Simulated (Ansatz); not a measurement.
# Al$_{3}$Cu: how the energy converges with the cutoff

Al$_{3}$Cu, P1, a = 3.869 Å, b = 3.927 Å, c = 3.934 Å, α, β, γ = 91.3°, 90.3°, 90.6°. Ansatz: PBEsol, PAW, cutoff varied, Γ-centred 8×8×8 mesh on 4 atoms, Gaussian smearing 0.10 eV; no spin polarisation. Single points at one geometry with displaced atoms, the cutoff alone changed; ΔE is the energy at zero smearing over the run at 600 eV. The runs up to 350 eV lie under the cutoff recommended for these PAW datasets.

```
cutoff (eV)  ΔE (meV/atom)
        200        4049.41
        250              ?
        300          94.56
        350           9.58
        420           0.94
```

Question: Assume ΔE falls exponentially with the cutoff, fit y = ln ΔE against x, the cutoff in eV, to the other rows, and predict the missing value.

Answer: y = 8.306, 4.549, 2.260, -0.062. Means x = 317.5, y = 3.7633; Σ(Δx)² = 25675, ΣΔxΔy = -988.5; the slope is their ratio. y = 15.99 − 0.03850 x, a factor of ten per 60 eV. At 250 eV this gives ΔE = 581.14 meV/atom. The run gave 709.14, a ratio of 0.82. Between neighbouring rows the decay runs from a factor of ten per 50 eV to one per 69 eV, so one exponential is only a rough guide.